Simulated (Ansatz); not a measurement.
Data:

YF₃:
Space group P-3c1 (No. 165); a = 6.7330 Å, b = 6.7330 Å, c = 6.9260 Å, α = 90.00°, β = 90.00°, γ = 120.00°

```tsv
atom	site	symmetry	x	y	z
Y	6f	.2.	0.3460	0.3460	0.7500
F	12g	1	0.3746	0.3066	0.0789
F	4d	3..	0.3333	0.6667	0.1822
F	2a	32.	0.0000	0.0000	0.2500
```

This is the PBEsol-relaxed structure.

### Question
All from PBEsol (plane waves, PAW; program Ansatz), unless another level is named. Give the electronic dielectric constant ε∞ (DFPT).

### Answer
2.87 (xx = yy), 2.82 (zz).

### Question
And the Born charges (a third of the trace)?

### Answer
Y +3.89, F -1.30 to -1.29 e.

### Question
Give the static dielectric constant ε0 (ions relaxed, cell fixed).

### Answer
15.7 (xx = yy), 14.0 (zz).

The first step of the workflow began from a Materials Project structure, measured or hypothetical; the Crystallography Open Database copy checked does not list it. COD files the formula under space group No. 62, 221. Its standing as an ambient phase is unchecked. The PBEsol relaxation kept the symmetry of its start; whether a distortion lowers the energy is not shown. The run is not spin-polarised. Spin–orbit coupling is left out wherever it is not named.

Potentials: the later of the program's two PAW sets.
